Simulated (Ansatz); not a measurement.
## S-33 fingerprints of the forms of HfCrAgS₄

All values are calculated (Ansatz; DFT, PBE, plane waves and PAW, scalar-relativistic, 420 eV cutoff), not measured. Q(S-33) = -69.40 mb, I = 3/2. The cells come from the Materials Project (computed, not necessarily observed phases), with the atoms as given. Spin–orbit coupling is left out, which moves gradients at and beside heavy atoms (Hf) by some per cent and at some sites by far more.

(1) Rank the structures by their largest S-33 |C_Q|, smallest first.
A.
HfCrAgS4
```cif
data_HfCrAgS4
_symmetry_space_group_name_H-M 'Imma'
_symmetry_Int_Tables_number 74
_cell_length_a 7.4275
_cell_length_b 7.4335
_cell_length_c 10.4295
_cell_angle_alpha 90.000
_cell_angle_beta 90.000
_cell_angle_gamma 90.000
loop_
_atom_site_label
_atom_site_type_symbol
_atom_site_symmetry_multiplicity
_atom_site_Wyckoff_symbol
_atom_site_fract_x
_atom_site_fract_y
_atom_site_fract_z
Hf Hf 4 a 0.0000 0.0000 0.0000
Cr Cr 4 d 0.2500 0.2500 0.7500
Ag Ag 4 e 0.5000 0.2500 0.1296
S7 S 8 i 0.2656 0.7500 0.4840
S9 S 8 h 0.5000 0.4661 0.7429
```
B.
HfCrAgS4
Space group P2 (No. 3); a = 6.1704, b = 7.1316, c = 6.5532 Å, β = 91.45°.

| site | Wyckoff | site symmetry | x | y | z |
| --- | --- | --- | --- | --- | --- |
| Hf1 | 1b | 2 | 0.0000 | 0.2393 | 0.5000 |
| Hf2 | 1d | 2 | 0.5000 | 0.5121 | 0.5000 |
| Cr3 | 1b | 2 | 0.0000 | 0.7506 | 0.5000 |
| Cr4 | 1d | 2 | 0.5000 | 0.0002 | 0.5000 |
| Ag5 | 1c | 2 | 0.5000 | 0.9960 | 0.0000 |
| Ag6 | 1c | 2 | 0.5000 | 0.5036 | 0.0000 |
| S7 | 2e | 1 | 0.8202 | 0.9871 | 0.2908 |
| S8 | 2e | 1 | 0.8362 | 0.5071 | 0.2810 |
| S9 | 2e | 1 | 0.3343 | 0.2425 | 0.2778 |
| S10 | 2e | 1 | 0.3184 | 0.7624 | 0.2865 |
C.
HfCrAgS4
Space group P2/m (No. 10); a = 6.1004, b = 3.6106, c = 12.9314 Å, β = 91.19°.

```
site  Wyckoff  site symmetry       x       y       z
  Hf       2n              m  0.5126  0.5000  0.7468
  Cr       2m              m  0.0142  0.0000  0.2452
 Ag5       1e            2/m  0.5000  0.5000  0.0000
 Ag6       1c            2/m  0.0000  0.0000  0.5000
  S7       2n              m  0.1530  0.5000  0.1382
  S9       2m              m  0.6659  0.0000  0.6333
 S11       2m              m  0.6750  0.0000  0.1425
 S13       2n              m  0.1409  0.5000  0.6500
```

## Answers

(1) A (8.56 MHz), B (10.3 MHz), C (12.4 MHz).

In HfCrAgS4 (Imma), HfCrAgS4 (P2), HfCrAgS4 (P2/m) small gradients can still move by 0.1 × 10²¹ V/m² or more with the k-mesh.
